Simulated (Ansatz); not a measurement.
The calculation used DFT PBE, scalar-relativistic, plane waves, PAW in Ansatz 0.2.0. Plane waves to 420 eV, an 8×8×8 mesh through Γ for the 8-atom cell and 0.02 eV Gaussian smearing; no spin polarisation.

The zero of energy is the elements' standard structures at the same level; no fitted shifts are applied. The references include black phosphorus.

**Question.** Suggest a trial structure for a tetragonal semiconductor with formula Al3BP4, with a gap near 1.1 eV, a formation energy near −0.47 eV/atom and a density near 2.45 g/cm³, in a cell of 8 atoms.

**Answer.** Al3BP4, space group I-42m (No. 121). Around Al on a site of symmetry -4 lie 4 P at 2.36 Å; Al on a site of symmetry -42m has 4 P at 2.42 Å; around B lie 4 P at 2.02 Å; around P lie 1 B at 2.02 Å and 3 Al at 2.36–2.42 Å.

```
Al B P
1.0
    -2.64016    2.64016    5.24274
     2.64016   -2.64016    5.24274
     2.64016    2.64016   -5.24274
Al B P
3 1 4
Direct
  0.75000 0.25000 0.50000
  0.00000 0.00000 0.00000
  0.25000 0.75000 0.50000
  0.50000 0.50000 0.00000
  0.83265 0.39534 0.00000
  0.16735 0.16735 0.56269
  0.39534 0.83265 0.00000
  0.60466 0.60466 0.43731
```

* Volume per atom: 18.27 Å³
* Density: 2.45 g/cm³
* Energy over the elements: −0.468 eV/atom
* Gap on the 8×8×8 mesh of the 8-atom cell: 1.14 eV

The structure comes from a generated guess, relaxed at this level; another structure or a mixture of phases may lie lower. The answer needn't be unique; the calculation gave this one.

Kohn–Sham gaps at this level usually fall short of measured ones. The reference form of P is held partly by dispersion forces, which this level lacks. Symmetry constrained the relaxation, so the result can be a saddle point.
